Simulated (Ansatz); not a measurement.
# IrC, first-principles data

IrC:
```cif
data_C4Ir4
_chemical_formula_sum 'Ir4 C4'
_space_group_name_H-M_alt 'F-43m'
_space_group_IT_number 216
_space_group_name_Hall 'F -4 2 3'
_cell_length_a 4.58000
_cell_length_b 4.58000
_cell_length_c 4.58000
_cell_angle_alpha 90.000
_cell_angle_beta 90.000
_cell_angle_gamma 90.000
loop_
_atom_site_label
_atom_site_type_symbol
_atom_site_symmetry_multiplicity
_atom_site_Wyckoff_symbol
_atom_site_fract_x
_atom_site_fract_y
_atom_site_fract_z
_atom_site_occupancy
Ir1 Ir 4 a 0.00000 0.00000 0.00000 1
C1 C 4 d 0.75000 0.75000 0.75000 1
```
(The calculation used a cell of 2 atoms; values per cell refer to that cell.)

Space group F-43m (No. 216), zinc blende; conventional cell a = b = c = 4.5800 Å, α = β = γ = 90.00°.

Method: the program Ansatz at the PBEsol level (PAW). Structure relaxed to zero pressure with the same functional. Other levels are named where they apply.

Cell and energy:

- Volume per atom = 12.01 Å³
- Density = 14.12 g/cm³
- Formation energy from the elements (no fitted shifts) = 0.53 eV/atom

Electronic structure:

Electronic character: metallic (no gap)
Density of states at the Fermi level: 0.34 states/eV per atom (mean over ±0.08 eV)
Gap with spin–orbit coupling: none (metallic)

Mechanics:

* **Bulk modulus (Birch–Murnaghan fit)**: 298 GPa
* **Pressure derivative B′**: 4.5
* **Elastic constants (relaxed ions, GPa)**: C11 = 366, C12 = 265, C44 = 108
* **Mechanical stability**: stable (all eigenvalues of C positive)
* **Hill bulk and shear moduli**: 298 and 79.3 GPa
* **Young's modulus**: 219 GPa
* **Poisson's ratio**: 0.38
* **Debye temperature from the elastic constants**: 348 K

Phonons:

* **Highest zone-centre frequency**: 655 cm⁻¹
* **Zone-centre stability**: no imaginary mode at Γ

The start of the workflow was typed in or built on a structure type; neither database checked (COD, Materials Project) lists it. Whether it is the stable phase at ambient conditions was not checked. The PBEsol relaxation kept the symmetry of its start. No spin polarisation was allowed. Its formation energy is positive at this level, so the cell may be metastable or incomplete. As this level gives no gap, shear constants depend on the k-mesh and smearing (Fermi–Dirac, 0.1 eV here). As this level gives no gap, phonon frequencies hold no LO–TO term and depend on the k-mesh and smearing (Fermi–Dirac, 0.1 eV here). The references are the lowest solids computed at this level, not always the standard phases. Scalar-relativistic: spin–orbit coupling is off unless named, which matters more the heavier the elements.

Potentials: the earlier of the program's two PAW sets. The files were generated under PBE; for other functionals the program regenerates the frozen cores, and for LDA and PBEsol the local potential too.
